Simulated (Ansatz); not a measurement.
**Mn2ZnAs2: do energies and stresses tell the same story?**

Theory: Ansatz 0.2.0, DFT PBEsol, scalar-relativistic, plane waves, PAW.

Cutoff 420 eV; k points 12×12×6 on the computed 5-atom cell (Γ-centred); Gaussian smearing, width 0.10 eV; collinear spin from starting moments 2.22 2.22 0 0 0 μB.

Relaxed cell: P-3m1, a = 3.805 Å, b = 3.805 Å, c = 6.351 Å, α = 90.00°, β = 90.00°, γ = 120.00°, 5 atoms in the primitive cell. Whether it is the stable form of this composition wasn't checked.

Energies at zero smearing and pressures from the stress tensor, at volumes with shape and atoms relaxed:
| V (Å³/atom) | E − E(first) (meV/atom) | P (GPa) |
| --- | --- | --- |
| 14.968 | 0.00 | 6.65 |
| 15.446 | -14.33 | 2.99 |
| 15.924 | -18.47 | 0.00 |
| 16.402 | -14.73 | -2.21 |
| 16.879 | -5.63 | -3.78 |

Task: Check P = −dE/dV between neighbouring volumes, and get the bulk modulus from the pressures alone.

Result: With 1 eV/Å³ = 160.2 GPa:
```tsv
middle V (Å³/atom)	−ΔE/ΔV (GPa)	mean P (GPa)
15.207	4.807	4.823
15.685	1.388	1.497
16.163	-1.256	-1.104
16.640	-3.052	-2.995
```

The two differ by 0.15 GPa at most. The mean of two end pressures misses the average over a step by about ΔV² P″/12, up to 0.06 GPa here; with that taken off 0.09 GPa remains. The stress is the derivative of the free energy, not of the energy at zero smearing, and with free energies 0.01 GPa remains. The largest site moment goes from 1.86 to 2.30 μB along the series, which bends P(V). Around V = 15.924 Å³/atom, the two neighbours give B = −V ΔP/ΔV = 15.924 × 5.20 / 0.955 = 86.7 GPa, against B0 = 85.8 GPa from the Birch–Murnaghan fit of the energies, which describes these points poorly (B0' = 9.4).

Only parallel moments were tried here.

Only this magnetic start was tried.

Cost: 6 runs of about 27 core-minutes in all, on Arm Neoverse V1 (shared hosts).